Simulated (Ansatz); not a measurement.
# Density of states of YPb$_{3}$

```
Y Pb
1.0
     4.82300    0.00000    0.00000
     0.00000    4.82300    0.00000
     0.00000    0.00000    4.82300
Y Pb
1 3
Cartesian
  0.0000 0.0000 0.0000
  0.0000 2.4115 2.4115
  2.4115 0.0000 2.4115
  2.4115 2.4115 0.0000
```

The cell is COD entry 1523308, as deposited and not checked against the literature; nothing was relaxed.

Spin polarisation is left out, and whether a magnetic state lies lower isn't shown here.

No spin–orbit coupling, which matters for the heavy atoms here.

Computed with Ansatz 0.2.0, DFT, PBEsol, all-electron LAPW, scalar-relativistic.

The runs use a Γ-centred 8×8×8 k mesh, Fermi–Dirac smearing of 0.08 eV, basis error target 0.5 meV/atom, no spin polarisation.

(1) Where is the centre of the filled Y 4d states between -14 eV and the top of the filled states?

(2) Tabulate the density of states.

## Answers

(1) -2.73 eV from the Fermi level.

(2) States per eV and cell, averaged over 0.6 eV, from -11.8 to 6.6 eV, with energies (bin centres) from the Fermi level; empty bins are left out. The partial columns, the largest 4 alone, are projections on Löwdin-orthogonalised atomic shells (those that the program's projection atoms carry: the occupied ones and, for some elements, an empty d or f shell; other empty shells have no column), summed over atoms of an element. Weights on diffuse s and p shells depend on that basis and aren't pure angular character.
```csv
E (eV),total,Pb 6p,Y 4d,Pb 6s,Y 5s
-11.6,0.10,0.01,0.00,0.07,0.03
-11.0,0.59,0.10,0.01,0.38,0.09
-10.4,1.12,0.26,0.03,0.75,0.07
-9.8,0.99,0.23,0.06,0.66,0.02
-9.2,0.86,0.19,0.07,0.57,0.03
-8.6,2.42,0.41,0.14,1.78,0.04
-8.0,1.78,0.25,0.15,1.36,0.01
-7.4,1.38,0.15,0.10,1.11,0.00
-6.8,0.77,0.04,0.05,0.68,0.00
-4.4,0.22,0.18,0.01,0.01,0.02
-3.8,1.48,1.13,0.12,0.07,0.12
-3.2,2.10,1.64,0.18,0.14,0.10
-2.6,2.66,2.06,0.42,0.10,0.03
-2.0,3.06,2.10,0.67,0.20,0.04
-1.4,2.15,1.34,0.51,0.22,0.04
-0.8,1.59,0.90,0.48,0.16,0.03
-0.2,2.07,1.21,0.59,0.19,0.03
0.4,2.81,1.42,0.95,0.29,0.06
1.0,2.75,1.07,1.23,0.19,0.15
1.6,4.27,0.84,2.93,0.20,0.15
2.2,4.61,0.99,2.77,0.34,0.25
2.8,3.53,1.48,1.37,0.16,0.19
3.4,2.90,1.55,0.63,0.07,0.19
4.0,3.06,1.77,0.61,0.11,0.13
4.6,2.87,1.82,0.50,0.05,0.07
5.2,2.82,1.78,0.67,0.02,0.07
5.8,3.13,1.76,0.63,0.01,0.35
6.4,2.03,1.14,0.28,0.01,0.32
```
